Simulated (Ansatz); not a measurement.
LiCl (wurtzite, space group No. 186), plane-wave PAW LDA (Ansatz code). The conduction-band minimum lies at Γ, with 1 equivalent valley. Second derivatives d²E/dk² of the lowest band at one valley (eV·Å²), along Cartesian directions:

| direction | d²E/dk² |
|---|---|
| [100] | 14.92 |
| [010] | 14.92 |
| [001] | 15.08 |
| [110] | 14.92 |
| [101] | 15.00 |
| [011] | 15.00 |

Find the principal effective masses, the density-of-states mass and the conductivity mass.

Off-diagonal terms follow from H_xy = H[110] − (H_xx + H_yy)/2, and m*/mₑ = 7.620 eV·Å² over each eigenvalue: 0.51, 0.51, 0.51. One valley's DOS mass (m₁m₂m₃)^(1/3) = 0.51, conductivity mass 3/(Σ 1/mᵢ) = 0.51 mₑ.

What effective density of states Nc follows at 300 K for parabolic valleys?

Nc = 2.509e19 × 1 × (0.51)^(3/2) ≈ 9.1e18 cm⁻³.

With the computed static dielectric constant 4.39 (mean of the diagonal), estimate a hydrogenic donor's binding energy and radius.

E = 13.606 eV × 0.51/4.39² ≈ 360 meV; a = 0.529 Å × ε/m* ≈ 4.6 Å. Semilocal masses tend to be too small where the gap is.

Space group P6_3mc (wurtzite). The workflow started from a Materials Project entry (that database holds measured and hypothetical structures alike); the Crystallography Open Database copy checked does not list it. It is not the phase usual at ambient conditions (space group No. 225). Symmetry was held in the LDA relaxation; phonons on a q-mesh show no instability.

Potentials: the later of the program's two PAW sets.
